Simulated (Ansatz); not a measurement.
Input file for Ansatz (a program for electronic structure):

Ansatz 0.2 input:
```yaml
crystal:
  lattice:
    - [1.4837742866, 0.8566574838, 4.7450000703]
    - [-1.4837742866, 0.8566574838, 4.7450000703]
    - [0.0, -1.7133149676, 4.7450000703]
  atoms:
    - { symbol: Mo, position: [0.9997519755, 0.9997519755, 0.9997519755], spin: 0.14 }
    - { symbol: N, position: [0.410393488, 0.410393488, 0.410393488], spin: 0.65 }
    - { symbol: N, position: [0.2558745364, 0.2558745364, 0.2558745364], spin: 0.63 }
kpoints:
  mp_grid: { grid: [16, 16, 16] }
hamiltonian:
  xc: r2scan
  dispersion: d4
  pseudopotentials: { azcp: { folder: ./paw }, kind: paw }
magnetization: { spin_polarized: true }
scf:
  occupations: { method: gaussian, width: 0.05 }
checkpoint: { read: metal.run }
output: { bader: true, populations: true }
```

Output (shortened):

```
basis.fft_grid_basis auto: the FFT boxes are laid along the combinations [[1, 0, -1], [0, 1, -1], [0, 0, 1]] of the cell's own vectors, 2.968, 2.968 and 5.045 …
Pseudopotential: Mo, paw, valence charge 14
Pseudopotential: N, paw, valence charge 5
Functional definition: r2SCAN
Crystal: 3 atoms, lattice volume = 36.188 Å³
Basis set: ecut = 500 eV, 923 PW (Γ), FFT grids on a1−a3, a2−a3, a3, exchange–correlation on 96×96×160 points (64 copies of the dense FFT grid, shifted against one another)
Bands: 21, of which v1, the nominal top of the filled ones, is band 12 counted from 1 (11 counted from 0)
Symmetry: 6 space group operations
Space group: R3m (ITA 160), of the structure as read, at distance tolerance 3.3e-5 Å
k-points: 417 of 4096 (time reversal used)
Stability of the state it starts from, as read at its close in the collinear treatment (another_mixer)
Starting moments: Σ|m| = 1.42 μB on 3 of 3 sites; this step starts from the density that it was given
iter 1 solved again at ethr=7.87e-8 eV; its pass at ethr=3.10e-3 eV (dr2=1.89e-5 eV) is discarded
SCF iter   1: F=—  HF=-5736.499136 eV  |F-HF|=—  |Δ(HF+E_count)|=         —  Δρ=4.36e-7 (↑4.30e-7 ↓4.36e-7)  dr2=7.89e-11  dr2_τ=5.42e-12  dr2_m=1.79e-11  M=1.422 μB ∫|m|=1.428 μB  β_m=1.20  ethr=7.87e-8  ⟨swp⟩=3.8  Hψ=142731  notcnv=0
preconditioner: auto → none
SCF iter   2: F=-5736.499136 eV  HF=-5736.499136 eV  |F-HF|=6.37e-12  |Δ(HF+E_count)|=   1.80e-8  Δρ=1.95e-7 (↑1.91e-7 ↓1.95e-7)  dr2=2.56e-11  dr2_τ=3.83e-12  dr2_m=3.44e-12  M=1.422 μB ∫|m|=1.428 μB  ethr=1.00e-12  ⟨swp⟩=7.0  Hψ=71505  notcnv=0
SCF 1 converged in 2 iterations: F = -5736.499136 eV  dr2 = 2.56e-11
Stability not checked (another_mixer)
SCF converged after 2 iterations
Magnetization: 1.4219 μB (12.7109 up, 11.2891 down)
Absolute magnetization: 1.4289 μB (∫|ρ↑−ρ↓|, with the PAW one-centre terms)
Spin contamination: 0.0165 ħ² per cell (⟨S²⟩ above its minimum at these occupations)
Per-site moments (μB) at R_I (Å): [(0.10682495355162117, 0.8396638673810011), (0.515086682837506, 0.8399728387494628), (0.5018504287505707, 0.8396638673810011)]
Free energy (F): -5736.499136 eV
Harris-Foulkes:  -5736.499136 eV  (|F-HF|=6.37e-12)
Internal energy: -5736.498226 eV  (E = F + TS)
E sigma→0 (E₀):  -5736.498681 eV
Entropy (-TS):   -0.000910 eV (-0.303 meV/atom)
Fermi energy:    10.886017 eV
--- Per-component energies (eV) ---
  E_band       = -189.925667
  E_kinetic    = 672.867258
  E_local      = -1841.024752  (includes V_loc(G=0)·N_el)
  E_nonlocal   = 216.801768
  E_hartree    = 672.320645
  E_xc         = -286.442329
  E_vxc        = -408.780451  (∫ρ·V_xc dr)
  E_paw        = -3485.580749  (= ΣΔE_a)
  E_vpaw       = -200.272919  (= ΣTr[D̂ρ^β])
  E_aug_tail   = 0.000016  (compensation charges beyond the density's cutoff)
  E_vtau       = 25.842250  (kinetic-family band-sum trace: ∫τ·v_τ [+ j·A + Jᵃ·Aᵃ] dr)
  E_ewald      = -1684.818269
  E_disp       = -0.341482  (pairwise vdW)
  E_core_change = -0.280331  (= ΣΔE_core)
  E_smearing   = -0.000910  (= −TS)
  E_closure    = 0.000000  (closes the sum)
  Σ components = -5736.499136   (vs F -5736.499136, Δ=0.00e0)
  [band-id]    e_kinetic+e_local+e_nonlocal+2·e_hartree+e_vxc+e_vpaw+e_augmentation_tail+e_vtau = -189.925541   (vs E_band -189.925667, Δ=1.26e-4)
--- Band table (eV; the first three rows and the last of 834) ---
  k-point 0 ↑: bands = ["-52.7567", "-26.1578", "-25.7615", "-25.7615", "-6.5345", "-2.9733", "3.4721", "5.6958", "5.6958", "7.8058", "7.8058", "11.0119", "12.5477", "14.6105", "14.6105", "15.6070", "15.6070", "16.8863", "23.1478", "23.2954", "31.1655"]
  k-point 1 ↑: bands = ["-52.7527", "-26.1511", "-25.7970", "-25.7688", "-6.4695", "-3.0089", "3.5341", "5.6280", "5.7847", "7.7195", "7.7654", "10.9960", "12.4844", "14.6135", "14.7399", "15.5398", "15.5555", "17.1201", "23.1578", "23.6066", "30.5321"]
  k-point 2 ↑: bands = ["-52.7413", "-26.1318", "-25.8971", "-25.7894", "-6.2862", "-3.1092", "3.6907", "5.4956", "6.0445", "7.4891", "7.6528", "10.9318", "12.2333", "14.6731", "15.0902", "15.4099", "15.4199", "17.7700", "23.3431", "24.2751", "29.3385"]
  k-point 416 ↓: bands = ["-52.6088", "-25.9082", "-25.6421", "-25.6421", "-5.3580", "-2.4318", "6.0046", "6.0046", "6.1511", "8.2984", "8.2984", "10.9401", "14.6111", "15.0045", "15.0045", "15.9707", "15.9707", "17.6179", "22.6562", "29.2139", "30.5367"]
--- Löwdin populations: 3 sites ---
  site symbol       q [e]    m [muB]
     0     Mo     12.9317     0.1423
     1      N      5.4718     0.6477
     2      N      5.4716     0.6283
  spilling = 0.005205 (of n_electrons = 24.000000)
--- Bader charges: 3 sites ---
  site symbol  charge [e]  shift [e]    m [muB]
     0     Mo      1.9977     0.0070     0.1900
     1      N     -0.9981     0.0035     0.6234
     2      N     -0.9996     0.0035     0.6084
  shift: an alarm, by how much a part of what the PAW files miss would move the charge. Where it is large, compare
  with a run on PAW files of another source; a small one proves nothing
  estimated error of the sums over rays = 5.9e-4 e
```

Cost: about 90 core-seconds (a rough figure) on shared cores.

The start of the workflow was typed in or built on a structure type; neither database checked (COD, Materials Project) lists it. Its standing as an ambient phase is unchecked. Symmetry was held in the r²SCAN+D4 relaxation; its stability against distortions is not shown here. Magnetic state: ferromagnetic, chosen from 2 collinear starts compared on coarse meshes (ties went to the first, and starts can fall back to one state), not a proven ground state. Its formation energy is positive at this level, so the cell may be metastable or incomplete. Other orbital occupations within this spin state were not tried. No Hubbard U is applied. Scalar-relativistic: spin–orbit coupling is off unless named, which matters more the heavier the elements.

Potentials: the earlier of the program's two PAW sets.

Ansatz is a plane-wave DFT program.
